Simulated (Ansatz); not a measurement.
Theory: Ansatz 0.2.0, DFT r2SCAN, scalar-relativistic, plane waves, PAW.

Settings: cutoff 500 eV, Γ-centred mesh 6×6×8 on the computed 14-atom cell, Gaussian smearing of 0.10 eV; no spin polarisation.

Structure with the computed forces (eV/Å) in the last three columns:

```xyz
14
Lattice="8.0299 0.0000 0.0000 -4.0149 6.9541 0.0000 0.0000 0.0000 5.3967" Properties=species:S:1:pos:R:3:forces:R:3 pbc="T T T" pressure_GPa=-3.28
Sr    4.6511    4.5205    1.3492    0.0370   -0.0320    0.0000
Sr    5.6042    0.6659    1.3492   -0.0470   -0.0160    0.0000
Sr    1.7895    1.7678    1.3492    0.0090    0.0490    0.0000
Sr   -0.6362    2.4336    4.0475   -0.0370    0.0320    0.0000
Sr   -1.5893    6.2882    4.0475    0.0470    0.0160    0.0000
Sr    2.2254    5.1863    4.0475   -0.0090   -0.0490    0.0000
W     4.0149    2.3180    4.0475    0.0000    0.0000    0.0000
W     0.0000    4.6361    1.3492    0.0000    0.0000    0.0000
N     4.7666    4.0370    4.0475   -0.3390   -0.6980    0.0000
N     5.1278    0.8076    4.0475   -0.4350    0.6430    0.0000
N     2.1504    2.1094    4.0475    0.7750    0.0550    0.0000
N    -0.7516    2.9170    1.3492    0.3390    0.6980    0.0000
N    -1.1129    6.1465    1.3492    0.4350   -0.6430    0.0000
N     1.8645    4.8446    1.3492   -0.7750   -0.0550    0.0000
```

Stress tensor (GPa, compression positive):

```
-3.99  0.00  0.00
 0.00 -3.99  0.00
 0.00  0.00 -1.87
```

Spin–orbit coupling is left out, which can shift energies with elements as heavy as these.